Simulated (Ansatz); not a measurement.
One crystal and one scan (frozen-phonon scan) at two levels, PBE (plane waves to 420 eV, PAW, scalar-relativistic; Ansatz, a first-principles code) and r2SCAN (plane waves to 500 eV, PAW, scalar-relativistic; Ansatz), each from its own relaxed cell and on its own mesh. The cell shown is that of PBE.

Starting cell, PbS (rock salt):

```
PbS
1.0
    0.00000     6.00904     6.00904
    3.00452     0.00000     3.00452
    3.00452     3.00452     0.00000
S Pb
2 2
Direct
  0.00000   0.00000   0.00000
  0.50000   0.00000   0.00000
  0.25000   0.50000   0.50000
  0.75000   0.50000   0.50000
```

The atoms are displaced by Q × the pattern below (from a DFPT mode at L = (0.5, 0.0, 0.0), largest move 1; Q in Å), at fixed cell. (q is in reciprocal vectors of the primitive cell; the cell shown is doubled to hold the pattern.)

| atom | x | y | z |
|---|---|---|---|
| Pb3 | 0.577 | -0.577 | -0.577 |
| Pb4 | -0.577 | 0.577 | 0.577 |

Atoms not listed stay in place.

PbS was relaxed with its symmetry unable to fall. Spin-orbit coupling is left out, though Pb is heavy. The PAW data are Ansatz's earlier set. Percentages come from the unrounded values.

Results of PBE:

| Item | Value |
|---|---|
| Lattice constant a (Å) | 6.009 |
| Band gap of the relaxed cell, no spin-orbit coupling (eV) | 0.50 |
| Harmonic wavenumber from the curvature (finite differences) (cm⁻¹ (negative: imaginary)) | 103 |
| Shape of the curve | a single well with its minimum at or next to zero displacement |

Question: Estimate the r2SCAN values.

Answer: 
| quantity | r2SCAN | PBE − r2SCAN |
|---|---|---|
| Lattice constant a (Å) | 5.975 | +0.034 (+0.6 %) |
| Band gap of the relaxed cell, no spin-orbit coupling (eV) | 0.70 | -0.20 (-29 %) |
| Harmonic wavenumber from the curvature (finite differences) (cm⁻¹ (negative: imaginary)) | 107 | -4 (-4 %) |

PBE gives the higher value for: lattice constant a. PBE gives the lower value for: band gap of the relaxed cell, no spin-orbit coupling; harmonic wavenumber from the curvature. Both give the same shape of the curve: a single well with its minimum at or next to zero displacement. Neither level is exact: the differences show how much the result hangs on the functional.

(A displaced cell: forces are minus the slopes of the energy, force constants its curvatures, and phonons follow from these.)
